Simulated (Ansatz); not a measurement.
# HfB: energy along a strain

HfB, Fm-3m, a = 4.620 Å (as given, not relaxed at this level: 29.8 GPa). The structure is a COD entry; whether it is the stable form wasn't checked. Ansatz: PBE, PAW, 420 eV, Γ-centred 18×18×18 mesh on 2 atoms, Gaussian smearing 0.15 eV; no spin polarisation. Cell vectors (Å): 0.000 2.310 2.310; 2.310 0.000 2.310; 2.310 2.310 0.000. The cell is strained by x per cent times the pattern (0 0 0 1 0 0) in the order xx yy zz yz xz xy (engineering shears), with fractional coordinates held. y is the free energy over the start, V0 = 12.326 Å³/atom. Symmetry makes y even in x.

```
x (%) y (meV/atom)
-2.00             ?
-1.00          0.30
 0.00          0.00
 0.25          0.02
 0.50          0.08
 0.75          0.17
 1.25          0.47
 1.50          0.68
 1.75          0.93
```

**Question.** Fit y = c2 x² + c4 x⁴ to the other rows, get the stiffness along the pattern, and predict the missing energy.

**Answer.** Least squares on the rows shown. y = 0.2995 x² + 0.001289 x⁴. The clamped-ion stiffness p·C·p = 2 × 2.995 eV × 160.2 / 12.326 Å³ = 78 GPa, which is C44 in these axes (second derivative at the start, which stands under stress). At x = -2.00 the fit asked for gives 1.22 meV/atom. The run gave 1.22 meV/atom, the same to the digits shown.

Spin–orbit coupling is left out, which can shift energies with elements as heavy as these.